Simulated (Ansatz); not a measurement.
All numbers below come from DFT PBE, scalar-relativistic, plane waves, PAW (Ansatz 0.2.0). The final run on the 8-atom cell used 420 eV, a Γ-centred 18×18×4 mesh, 0.10 eV smearing and collinear spin.

Energies over the elements count from the elements' standard structures at the same level (O₂ as a molecule), with no fitted energy shifts.

Q: Find a candidate hexagonal metal with formula Ni3O, with a formation energy near −0.14 eV/atom and a density near 7.89 g/cm³, in a cell of 8 atoms.

A: Ni3O, space group P6_3/mmc (No. 194). Ni on a site of symmetry 3m has 3 O at 2.05 Å, 3 Ni at 2.49 Å and 6 Ni at 2.65 Å; Ni on a site of symmetry -6m2 is surrounded by 6 Ni at 2.49 Å and 6 Ni at 2.65 Å; O is surrounded by 6 Ni at 2.05 Å.

```cif
data_structure
_symmetry_space_group_name_H-M 'P 1'
_symmetry_Int_Tables_number 1
_cell_length_a 2.6516
_cell_length_b 2.6516
_cell_length_c 13.2836
_cell_angle_alpha 90.000
_cell_angle_beta 90.000
_cell_angle_gamma 120.000
_cell_volume 80.88
loop_
_atom_site_label
_atom_site_type_symbol
_atom_site_fract_x
_atom_site_fract_y
_atom_site_fract_z
_atom_site_occupancy
Ni1 Ni 0.33333 0.66667 0.60248 1
Ni2 Ni 0.33333 0.66667 0.89752 1
Ni3 Ni 0.66667 0.33333 0.75000 1
Ni4 Ni 0.66667 0.33333 0.10248 1
Ni5 Ni 0.66667 0.33333 0.39752 1
Ni6 Ni 0.33333 0.66667 0.25000 1
O1 O 0.00000 0.00000 0.50000 1
O2 O 0.00000 0.00000 0.00000 1
```

| Quantity | Value |
| --- | --- |
| Volume per atom | 10.11 Å³ |
| Density | 7.89 g/cm³ |
| Energy over the elements | −0.14 eV/atom |
| Gap on the 18×18×4 mesh of the 8-atom cell | 0 eV (a metal) |
| Net moment per atom | 0.00 μB |
| Moment by site | Ni -0.9 (×2), -0.7, 0.9 (×2), 0.7 μB |

It was reached by relaxing an invented guess, and it needn't be the stable form of this composition. The answer needn't be unique; the calculation gave this one.

No Hubbard U is applied to the 3d shell of Ni. The magnetic state reached may not be the lowest. A structure relaxed within its symmetry needn't be a true minimum. Site moments count only spheres around the atoms; the net moment includes the space between them.
